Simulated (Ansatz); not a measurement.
## YRh: energy along a strain

YRh, Pm-3m, a = 3.407 Å (as given, not relaxed at this level: -2.4 GPa). The structure is a COD entry; whether it is the stable form wasn't checked. Ansatz: PBEsol, PAW, 420 eV, Γ-centred 14×14×14 mesh on 2 atoms, Gaussian smearing 0.15 eV; no spin polarisation. Cell vectors (Å): 3.407 0.000 0.000; 0.000 3.407 0.000; 0.000 0.000 3.407. The cell is strained by x per cent times the pattern (0 0 0 1 0 0) in the order xx yy zz yz xz xy (engineering shears), with fractional coordinates held. y is the free energy over the start, V0 = 19.774 Å³/atom. Symmetry makes y even in x.

```tsv
x (%)	y (meV/atom)
-2.00	?
-1.00	0.22
0.00	0.00
0.25	0.01
0.50	0.05
0.75	0.12
1.25	0.34
1.50	0.49
1.75	0.67
```

Task: Fit y = c2 x² + c4 x⁴ to the other rows, get the stiffness along the pattern, and predict the missing energy.

Result: Least squares on the rows shown. y = 0.2160 x² + 0.0009097 x⁴. The clamped-ion stiffness p·C·p = 2 × 2.160 eV × 160.2 / 19.774 Å³ = 35 GPa, which is C44 in these axes (second derivative at the start, which stands under stress). At x = -2.00 the fit asked for gives 0.88 meV/atom. The run gave 0.87 meV/atom, so the fit is 0.01 meV/atom too high, a small miss on the scale of the series.